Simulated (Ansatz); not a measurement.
GaN: axial (c/a) deformation path

Computed with DFT r2SCAN, scalar-relativistic, plane waves, PAW (Ansatz). Cutoff 500 eV, Γ-centred 12×12×6 k-points, Gaussian smearing of 0.05 eV. No spin polarisation. Energies are free energies at this smearing, counted from the undisturbed cell; pressure is positive in compression.

The starting cell (relaxed at this level):

```xyz
4
Lattice="3.1831 0.0000 0.0000 -1.5915 2.7566 0.0000 0.0000 0.0000 5.1836" Properties=species:S:1:pos:R:3 pbc="T T T"
Ga    0.0000    1.8378    5.1790
Ga    1.5915    0.9189    2.5872
N     0.0000    1.8378    1.9485
N     1.5915    0.9189    4.5403
```

At fixed volume and fractional coordinates, lengths along (0.000, 0.000, 1.000) are scaled against those across it; ρ is that ratio over its starting value.

| ρ | ΔE (meV/atom) |
| --- | --- |
| 0.800 | 529.6 |
| 0.850 | 271.7 |
| 0.920 | 68.3 |
| 0.960 | 16.0 |
| 1.000 | 0.0 |
| 1.050 | 21.7 |
| 1.100 | 80.4 |
| 1.200 | 280.2 |
| 1.300 | 554.8 |

(1) Predict the gap on the mesh (eV) at each point.

Answers

(1)
```csv
ρ,gap on the mesh (eV)
0.800,2.25
0.850,2.22
0.920,2.29
0.960,2.35
1.000,2.35
1.050,2.16
1.100,1.86
1.200,0.96
1.300,0.00
```
Where the gap reads zero the k-mesh, chosen for the insulator, is on the coarse side.

Cost: 9 runs of about 2.3 core-minutes in all, on Arm Neoverse V2 (shared hosts).